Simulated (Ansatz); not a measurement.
# Property card for AlNi

AlNi:
```xyz
2
Lattice="0.0000 2.4283 2.4283 2.4283 0.0000 2.4283 2.4283 2.4283 0.0000" Properties=species:S:1:pos:R:3 pbc="T T T"
Ni     0.0000     0.0000     0.0000
Al     2.4283     2.4283     2.4283
```

Space group Fm-3m (No. 225), rock salt; conventional cell a = 4.857 Å, b = 4.857 Å, c = 4.857 Å, α = 90.00°, β = 90.00°, γ = 90.00°.

Method: DFT-PBE in the program Ansatz with PAW potentials. Structure relaxed to zero pressure with the same functional. Other levels are named where they apply.

Cell and energy:

- Volume per atom: 14.32 Å³
- Density: 4.97 g/cm³
- Formation energy from the elements (no fitted shifts): -0.029 eV/atom

Electronic structure:

- Electronic character: metallic (no gap)
- Density of states at the Fermi level: 0.37 states/eV per atom (mean over ±0.08 eV)

Magnetism:

- Magnetic order: non-magnetic (starting moments vanished)

Mechanics:

* **Bulk modulus (Birch–Murnaghan fit)**: 1100 kbar
* **Pressure derivative B′**: 4.3

The start of the workflow was typed in or built on a structure type; neither database checked (COD, Materials Project) lists it. It is not the phase usual at ambient conditions (space group No. 221). The PBE relaxation kept the symmetry of its start; its stability against distortions is not shown here. The workflow began spin-polarised and lost its moments. The references are the lowest solids computed at this level, not always the standard phases.

Potentials: the earlier of the program's two PAW sets.
